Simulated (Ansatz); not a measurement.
Relaxed-ion elastic tensor of Ti₃AlC (anti-perovskite, Pm-3m) in GPa (Voigt order), plane-wave PAW LDA (Ansatz code); density 4.38 g/cm³, 13.84 Å³ per atom.

```csv
,1,2,3,4,5,6
1,354,80.8,80.8,0.0,0.0,0.0
2,80.8,354,80.8,0.0,0.0,0.0
3,80.8,80.8,354,0.0,0.0,0.0
4,0.0,0.0,0.0,89.8,0.0,0.0
5,0.0,0.0,0.0,0.0,89.8,0.0
6,0.0,0.0,0.0,0.0,0.0,89.8
```

Task: Is the crystal mechanically stable?

Result: Yes: the smallest eigenvalue of C is 89.8 GPa.

Task: Work out the Voigt, Reuss and Hill averages.

Result: K_V = 172, K_R = 172, K_H = 172; G_V = 109, G_R = 104, G_H = 106 GPa.

Task: Give Young's modulus, Poisson's ratio, Pugh's ratio and the universal anisotropy index.

Result: E = 9KG/(3K + G) = 265 GPa; ν = 0.24; K/G = 1.62 (brittle by the Pugh limit of 1.75); A_U = 5G_V/G_R + K_V/K_R − 6 = 0.22.

Task: Estimate the sound speeds and the Debye temperature.

Result: v_l = √((K + 4G/3)/ρ) = 8460 m/s, v_t = √(G/ρ) = 4930 m/s, mean 5470 m/s; Θ = (h/k)(3n/4πV)^(1/3) v_m = 678 K.

Task: Give the Zener ratio and Young's modulus along [100], [110] and [111].

Result: A = 2C44/(C11 − C12) = 0.66; 1/E = S11 − 2(S11 − S12 − S44/2)Γ with Γ = 0, 1/4, 1/3 gives 325, 248, 229 GPa.

Task: Solve the Christoffel equation for the three sound speeds along [100], [110], [111].

Result: Eigenvalues of C_ijkl n_j n_l equal ρv². In km/s, slowest first: [100] 4.53, 4.53, 8.99; [110] 4.53, 5.59, 8.38; [111] 5.26, 5.26, 8.16.

The workflow started from a Materials Project entry (that database holds measured and hypothetical structures alike); the Crystallography Open Database copy checked does not list it. Its standing as an ambient phase is unchecked. Symmetry was held in the LDA relaxation; of distortions, only those at the zone centre were tested. The run is not spin-polarised. As this level gives no gap, shear constants depend on the k-mesh and smearing (Fermi–Dirac, 0.1 eV here).

Potentials: the later of the program's two PAW sets.
